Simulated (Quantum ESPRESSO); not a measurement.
Al4O4NF, convergence and cost over cutoff and k mesh

Simulated, not a measurement. The program is pw.x of Quantum ESPRESSO 7.5 (plane-wave density functional theory). The cell is made up: 10 atoms on a corundum lattice, with randomly drawn elements, strain and displacements, not relaxed. PseudoDojo standard norm-conserving files (v0.5 for PBE, v0.4.1 for LDA and PBEsol) set the functional; there is no spin polarisation, spin-orbit coupling or dispersion term, and the masses in the input are unused placeholders.

Input of the run in row 4:

```
&control calculation='scf', pseudo_dir='./dojo.nc.sr.pbe.v0_5.standard.upf', outdir='./o', disk_io='medium', tprnfor=.true., tstress=.true. /
&system ibrav=0, nat=10, ntyp=4, nbnd=30, ecutwfc=84.00895049, nosym=.true., tot_charge=0,
 occupations='smearing', smearing='fd', degauss=0.0018374661
/
&electrons conv_thr=7.350e-09, electron_maxstep=60, /
ATOMIC_SPECIES
Al 1.0 Al.upf
F 1.0 F.upf
N 1.0 N.upf
O 1.0 O.upf
CELL_PARAMETERS angstrom
2.358 1.29 4.388
-2.3513 1.2774 4.3883
-0.0076 -2.801 4.4623
ATOMIC_POSITIONS angstrom
Al -0.0861 -0.1245 4.6226
Al -0.0127 -0.1006 1.8807
Al 0.0115 -0.1681 8.56
Al -0.0543 -0.1511 11.3263
O -0.8798 1.1806 7.6752
O -0.7201 -1.7378 7.755
O 1.5918 0.0151 7.6576
O 0.9902 -1.4495 5.6109
N 0.7415 1.2829 5.5781
F -1.7168 -0.2306 5.4961
K_POINTS automatic
6 6 6 1 1 1
```

The same cell was run at these settings. Meshes are shifted by half a step, and differences are from the last row, which is itself not exact.

| cutoff (eV) | k mesh | k points solved | threshold (eV) | free energy less the last row's (eV) | pressure (GPa) | largest stress difference (GPa) | largest force difference (eV/Å) | iterations | wall time (s) | k-point pools | processor |
| --- | --- | --- | --- | --- | --- | --- | --- | --- | --- | --- | --- |
| 800 | 2 x 2 x 2 | 4 | 1e-04 | 0.940 | 6.52 | 12.38 | 0.048 | 7 | 31 | 1 | AMD EPYC, Zen 5 class |
| 1143 | 1 x 1 x 1 | 1 | 1e-07 | -1.970 | 13.42 | 6.31 | 0.765 | 12 | 38 | 1 | AMD EPYC, Zen 5 class |
| 607 | 6 x 6 x 6 | 108 | 1e-07 | 8.569 | -45.36 | 64.25 | 0.081 | 12 | 397 | 1 | AMD EPYC, Zen 5 class |
| 1143 | 6 x 6 x 6 | 108 | 1e-07 | 0.003 | 18.67 | 0.01 | 0.000 | 12 | 1045 | 1 | AMD EPYC, Zen 5 class |
| 1437 | 8 x 8 x 8 | 256 | 1e-07 | 0.000 | 18.67 | 0.00 | 0.000 | 12 | 3495 | 1 | AMD EPYC, Zen 5 class |

Each pool is one process. Wall times include start-up and a band step at six k points, which weighs most on the coarsest meshes. The runs were on shared virtual cores whose load varied, so times are rough.